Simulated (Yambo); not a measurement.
Yambo run on TaAgO₃ (space group R-3c, No. 167). The wavefunctions are PBEsol (Quantum ESPRESSO, PseudoDojo norm-conserving, 84 Ry, no spin-orbit coupling) ones on a 2×2×2 mesh (50 occupied bands); a = b = c = 5.6510 Å, α = β = γ = 59.12°.

Yambo input:

```
rim_cut
HF_and_locXC
RandQpts= 1000000
RandGvec= 1 Ry
EXXRLvcs= 84 Ry
VXCRLvcs= 336 Ry
% QPkrange
 1 | 1 | 50 | 51 |
 2 | 2 | 50 | 51 |
 3 | 3 | 50 | 51 |
 4 | 4 | 50 | 51 |
%
```

k points by index: 1 = Γ, 2 = L, 3 = F, 4 = Z.

Table of the .hf output:

```
#    K-point    Band    Eo [eV]    Ehf [eV]    Vxc [eV]    Vnlxc [eV]
#
    1    50    -0.097107    -5.453604    -21.54540    -26.90190
    1    51    2.098982    7.500226    -15.09445    -9.693209
    2    50    0.000000    -5.715045    -23.09400    -28.80904
    2    51    3.444918    9.522655    -14.78237    -8.704633
    3    50    -0.018774    -5.823666    -23.30213    -29.10703
    3    51    1.938694    7.869430    -15.04955    -9.118816
    4    50    -0.177247    -5.915825    -22.80896    -28.54754
    4    51    3.456917    9.506865    -14.51168    -8.461729
```
Exchange alone, without screening.

Geometry of the Materials Project entry, not relaxed at this level.

The structure is a Materials Project entry; no match was found in the copy of COD used, and its stability was not checked.
